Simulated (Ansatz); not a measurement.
Given:

Rb₂NaRhF₆:
```
CELL_PARAMETERS angstrom
      0.00000     4.23411     4.23411
      4.23411     0.00000     4.23411
      4.23411     4.23411     0.00000
ATOMIC_POSITIONS crystal
  Rb 0.75000 0.75000 0.75000
  Rb 0.25000 0.25000 0.25000
  Na 0.50000 0.50000 0.50000
  Rh 0.00000 0.00000 0.00000
  F  0.76531 0.23469 0.23469
  F  0.23469 0.76531 0.76531
  F  0.23469 0.76531 0.23469
  F  0.76531 0.23469 0.76531
  F  0.23469 0.23469 0.76531
  F  0.76531 0.76531 0.23469
```

This is the r²SCAN-relaxed structure.

### Question
All from r²SCAN in the plane-wave PAW code Ansatz, unless another level is named. Estimate the weight of the valence-edge state by species (Voronoi cells).

### Answer
Rh 69 %, F 30 %.

### Question
Predict the valence-band maximum.

### Answer
on the X–U line, 4 % of the way from X.

### Question
Give the weight of the conduction-edge state by species (Voronoi cells).

### Answer
Rh 65 %, F 31 %, Na 4 %.

Space group Fm-3m. The workflow started from a Materials Project entry (that database holds measured and hypothetical structures alike); the Crystallography Open Database files this formula in space group No. 225, but the cells were not matched. Its standing as an ambient phase is unchecked. Symmetry was held in the r²SCAN relaxation; whether a distortion lowers the energy is not shown. The run is not spin-polarised. Scalar-relativistic: spin–orbit coupling is off unless named, which matters more the heavier the elements.

Potentials: the later of the program's two PAW sets.
